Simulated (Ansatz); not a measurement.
A 12-atom cell of CO2 started from a crystallographic database, relaxed with r2SCAN+rVV10 in Ansatz 0.2.0: space group Pa-3 (No. 205), cubic; a = 5.442 Å in the conventional setting, 13.43 Å³ an atom. C is surrounded by 2 O at 1.16 Å; O is surrounded by 1 C at 1.16 Å. The primitive cell holds 12 atoms in 161.19 Å³. Calculated for a static, non-magnetic cell.

Computed values: HSE06 (4×4×4) gives a least gap of 8.73 eV, direct. In PBE's bands the lowest conduction level rises by 0.017 eV from Γ to the point 0.0577 1/Å along Γ–X; the direct gap at Γ is 6.97 eV. r2SCAN's ε∞ is 2.02.

**Question.** At what wavelength does absorption set in by HSE06, excitons left aside?

**Answer.** λ = 1239.84 eV nm/E: 142 nm for the least gap. That lies in the ultraviolet, so by this gap the crystal is transparent to visible light.

**Question.** Estimate the electron mass at Γ from the rise of PBE's conduction level.

**Answer.** A parabola gives m*/mₑ = (ħ²/2mₑ) k²/ΔE = 3.810 × 0.0577²/0.017 = 0.746. The band flattens away from Γ; with E(1 + E/E_g) = ħ²k²/2m* the mass at the edge is 0.746/(1 + 0.017/6.97) = 0.744 (1/E_g is only a rough value for the bending). It is PBE's mass, and a gap that is too small makes it too light.

**Question.** What refractive index and reflectivity at normal incidence follow, below the gap and above the phonons?

**Answer.** n = √2.02 = 1.421; R = ((n − 1)/(n + 1))² = (0.421/2.421)² = 3.0 % a face.

The meshes of the hybrids are coarse, so their gaps aren't converged to the digits shown.

For a response run the program warns that the ground state's bands aren't all converged, so ε∞ carries an extra error.
